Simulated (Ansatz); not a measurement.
SiRu:
```cif
data_Ru4Si4
_chemical_formula_sum 'Ru4 Si4'
_space_group_name_H-M_alt 'P 1'
_space_group_IT_number 1
_cell_length_a 4.68961
_cell_length_b 4.68961
_cell_length_c 4.68961
_cell_angle_alpha 90.000
_cell_angle_beta 90.000
_cell_angle_gamma 90.000
loop_
_space_group_symop_operation_xyz
  'x, y, z'
loop_
_atom_site_label
_atom_site_type_symbol
_atom_site_fract_x
_atom_site_fract_y
_atom_site_fract_z
_atom_site_occupancy
Ru1 Ru 0.13109 0.13109 0.13109 1
Ru2 Ru 0.63109 0.36891 0.86891 1
Ru3 Ru 0.86891 0.63109 0.36891 1
Ru4 Ru 0.36891 0.86891 0.63109 1
Si1 Si 0.83825 0.83825 0.83825 1
Si2 Si 0.33825 0.66175 0.16175 1
Si3 Si 0.16175 0.33825 0.66175 1
Si4 Si 0.66175 0.16175 0.33825 1
```

Relaxed with PBEsol. PBEsol in the plane-wave PAW code Ansatz gives a gap of 0.22 eV.

Q: What gap does HSE06 give on the same cell (Ansatz, PAW)?

A: 0.75 eV, 0.53 eV more. The hybrid was solved on a coarser mesh and at special points; its gap is the smallest among all of these.

```tsv
k	v1 PBEsol	c1 PBEsol	v1 HSE06	c1 HSE06
Γ	-0.29	1.07	___	___
R	-1.08	0.71	___	___
M	-0.84	1.06	___	___
X	-0.13	0.31	-0.28	0.82
```

Q: Top valence (v1) and lowest conduction level (c1) in eV from each method's valence maximum (which need not be a listed point): supply the withheld HSE06 values.

A: 
- Γ, v1 HSE06: -0.68
- Γ, c1 HSE06: 1.70
- R, v1 HSE06: -1.41
- R, c1 HSE06: 1.35
- M, v1 HSE06: -1.21
- M, c1 HSE06: 1.63

Cost on shared cores: the PBEsol run (SCF on a 6×6×6 mesh, then bands and DOS) very roughly 2.7 core-minutes, the HSE06 run (SCF on 4×4×4, then a few points) about 4 core-minutes (a rough figure); the tasks are unlike.

Space group P2_13. Symmetry was held in the PBEsol relaxation. The run is not spin-polarised. Scalar-relativistic: spin–orbit coupling is off unless named, which matters more the heavier the elements.

Potentials: the later of the program's two PAW sets.
